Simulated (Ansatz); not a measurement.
**Zone-centre phonons of Pt3Pb at 3 GPa: input and output**

Computed with DFT LDA, scalar-relativistic, plane waves, PAW in Ansatz 0.2.0.

Launched with:
```bash
ansatz run input.yaml --threads 1 --pin off --max-ram 3072MiB --backend cpu --events-out ev --progress --plain --runs-dir out
```

Input (bare energies are in eV):
```yaml
crystal:
  lattice:
    - [4.0226709623, 0.0, 0.0]
    - [0.0, 4.0226709623, 0.0]
    - [0.0, 0.0, 4.0226709623]
  atoms:
    - { symbol: Pt, position: [0.0, 0.5, 0.5] }
    - { symbol: Pt, position: [0.5, 0.0, 0.5] }
    - { symbol: Pt, position: [0.5, 0.5, 0.0] }
    - { symbol: Pb, position: [0.0, 0.0, 0.0] }
basis:
  ecutwfc: 420
kpoints:
  mp_grid: { grid: [10, 10, 10] }
hamiltonian:
  xc: lda
scf:
  occupations: { method: fermi_dirac, width: 0.15 }
output:
  eigenvalues: true
phonons:
  method: dfpt
  eigenvectors: true
```

The end of the output:
```
--- Phonons (Γ-DFPT): 3 representative perturbations + reference, on 216 of 1000 k-points (Σ response iterations 9) ---
  k mesh reduced under 8 symmetry operations, with k and −k counted as one. Each operation leaves every solved displacement unchanged or reverses it
  ASR residual: 4.345e-4 → 0.000e0 eV/Å²; symmetrization residual: 4.670e-5 eV/Å²
  ASR residual per site (eV/Å²): 4.34e-4 4.34e-4 4.34e-4 2.26e-5
  Γ frequencies (cm⁻¹): 0.00 0.00 0.00 89.96 89.96 89.96 91.62 91.62 91.62 167.45 167.45 167.45
  non-analytic LO–TO correction: not included (Born effective charges unavailable; polar crystals: no LO–TO splitting at Γ)
```

The run took 4.5 min on 1 thread of Arm Neoverse V1, on a shared host, peak memory 1.8 GiB.

In a metal, frequencies and elastic constants depend on the k mesh and the smearing, soft modes and shear constants most. Spin–orbit coupling is left out, which can shift energies with elements as heavy as these.